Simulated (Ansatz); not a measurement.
O, DFT, PBEsol, all-electron PAW with datasets made for the crystal, scalar-relativistic (Ansatz 0.2.0), run on 1 thread of Arm Neoverse V2 on a shared host.

The cell comes from COD entry 9017498, which wasn't checked; take it as a given geometry. The listed cell was then made from it by scaling, straining or moving an atom.

Command: `ansatz run input.yaml --threads 1 --pin off --max-ram 4096MiB --backend cpu --events-out ev --progress --plain --runs-dir out`

```yaml
crystal:
  lattice:
    - [2.5609995414, 0.0, 0.0]
    - [-1.2804997707, 2.2178906619, 0.0]
    - [0.0, 0.0, 6.7065]
  atoms:
    - { symbol: O, position: [0.3333333333, 0.6666666667, 0.161] }
    - { symbol: O, position: [0.6666666667, 0.3333333333, 0.661] }
    - { symbol: O, position: [0.3333333333, 0.6666666667, 0.339] }
    - { symbol: O, position: [0.6666666667, 0.3333333333, 0.839] }
kpoints:
  mp_grid: { grid: [13, 13, 5] }
scf:
  occupations: { method: fermi_dirac, width: 0.03 }
hamiltonian:
  xc: pbesol
  pseudopotentials: { kind: all_electron, datasets: crystal }
output:
  forces: true
  stress: true
  eigenvalues: true
  efg: { contact_densities: true }
```

**Question.** How large is the problem that the program sets up?

**Answer.** 63 irreducible k-points, 2783 plane waves at Γ, 16 bands.

**Question.** About how long does it take, and how much memory does it use?

**Answer.** 18 s of wall time for 7 SCF iterations, with a peak of 0.66 GiB. Times on shared machines scatter by tens of per cent.
